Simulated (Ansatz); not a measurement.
Cu Kα1 powder pattern (kinematic, no thermal factors).
| 2θ (°) | relative intensity |
| --- | --- |
| 14.71 | 4 |
| 20.72 | 5 |
| 22.00 | 8 |
| 22.14 | 1 |
| 25.50 | 100 |
| 29.46 | 4 |
| 29.66 | 2 |
| 30.40 | 4 |
| 30.50 | 3 |
| 33.08 | 4 |
| 36.46 | 2 |
| 37.16 | 3 |
| 42.15 | 24 |
| 42.30 | 47 |
| 42.85 | 1 |
| 43.06 | 2 |
| 47.41 | 1 |
| 48.05 | 2 |
| 49.91 | 31 |
| 50.17 | 15 |
| 52.39 | 2 |
| 52.92 | 1 |
| 56.93 | 1 |
| 57.55 | 1 |
| 61.14 | 8 |
| 61.59 | 4 |
| 61.84 | 1 |
| 67.34 | 6 |
| 67.55 | 12 |
| 77.15 | 15 |
| 77.46 | 7 |
| 82.72 | 7 |
| 82.92 | 3 |
| 83.32 | 3 |

The pattern is computed from a structure relaxed with Ansatz 0.2.0, DFT PBE, scalar-relativistic, plane waves, PAW. No spin polarisation. Its elements are Cd, Mg, Se.

Q: Give the structure.

A: Mg$_{3}$CdSe$_{4}$.
Space group P-4m2 (No. 115). a = 4.284 Å, b = 4.284 Å, c = 12.037 Å, α = 90.00°, β = 90.00°, γ = 90.00°
```
atom  site  symmetry       x       y       z
  Mg    2e      2mm. 0.0000  0.0000  0.7546
  Mg    1b      -4m2  0.5000  0.5000  0.0000
  Cd    1c      -4m2  0.5000  0.5000  0.5000
  Se    2g      2mm. 0.5000  0.0000  0.1227
  Se    2g      2mm. 0.0000  0.5000  0.3671
```

A pattern alone doesn't exclude other cells with like lines; this is the one computed.

It was reached by relaxing an invented guess, and it needn't be the stable form of this composition.
